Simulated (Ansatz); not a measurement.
System: MnF2, 6 atoms in the cell.

```
CELL_PARAMETERS angstrom
4.87300 0.00000 0.00000
0.00000 4.87300 0.00000
0.00000 0.00000 3.31000
ATOMIC_POSITIONS crystal
Mn 0.00000 0.00000 0.00000
Mn 0.50000 0.50000 0.50000
F 0.30500 0.30500 0.00000
F 0.69500 0.69500 0.00000
F 0.80500 0.19500 0.50000
F 0.19500 0.80500 0.50000
```

Computed with Ansatz 0.2.0 development build, PBE, plane waves, PAW datasets (generated hard set).

Cutoff 700 eV; k-mesh 4×4×6 Γ-centred; Fermi–Dirac smearing of 0.05 eV; starting moments Mn1 5, Mn2 -5 μB.

(1) How large is the gap on this mesh, is it direct, and where do the band edges lie (fractions of the reciprocal vectors of this cell)?

(2) List the levels near the gap for spin up at (0.000, 0.000, 0.000), (0.000, 0.250, 0.167), (0.000, -0.500, 0.000), (0.250, 0.250, 0.167), in eV from the top of the valence band (v1 is the highest filled band, c1 the lowest empty one).

(3) List the levels near the gap for spin down at (0.000, 0.000, 0.000), (0.000, 0.250, 0.167), (0.000, -0.500, 0.000), (0.250, 0.250, 0.167), in eV from the top of the valence band (v1 is the highest filled band, c1 the lowest empty one).

## Answers

(1) 2.17 eV, indirect from (0.000, -0.500, 0.000) to (0.000, 0.000, 0.000); the smallest direct gap is 2.23 eV.

(2) 
| k | v4 | v3 | v2 | v1 | c1 | c2 | c3 |
| --- | --- | --- | --- | --- | --- | --- | --- |
| (0.000, 0.000, 0.000) | -1.46 | -1.29 | -0.40 | -0.06 | 2.17 | 2.56 | 3.04 |
| (0.000, 0.250, 0.167) | -1.39 | -1.33 | -0.25 | -0.23 | 2.68 | 2.97 | 2.97 |
| (0.000, -0.500, 0.000) | -1.41 | -1.26 | -0.10 | 0.00 | 2.56 | 2.98 | 3.00 |
| (0.250, 0.250, 0.167) | -1.38 | -1.34 | -0.23 | -0.15 | 2.70 | 2.97 | 3.00 |

(3) 
```json
{"k": "(0.000, 0.000, 0.000)", "v4": "-1.46", "v3": "-1.29", "v2": "-0.40", "v1": "-0.06", "c1": "2.17", "c2": "2.56", "c3": "3.04"}
{"k": "(0.000, 0.250, 0.167)", "v4": "-1.39", "v3": "-1.33", "v2": "-0.25", "v1": "-0.23", "c1": "2.68", "c2": "2.97", "c3": "2.97"}
{"k": "(0.000, -0.500, 0.000)", "v4": "-1.41", "v3": "-1.26", "v2": "-0.10", "v1": "0.00", "c1": "2.56", "c2": "2.98", "c3": "3.00"}
{"k": "(0.250, 0.250, 0.167)", "v4": "-1.41", "v3": "-1.30", "v2": "-0.41", "v1": "-0.21", "c1": "2.71", "c2": "2.94", "c3": "2.96"}
```

A gap read on the mesh is an upper bound of this method's gap, since the mesh can miss a band edge. One magnetic order was tried; another may lie lower. Semilocal functionals give gaps that mostly lie well below measured ones.
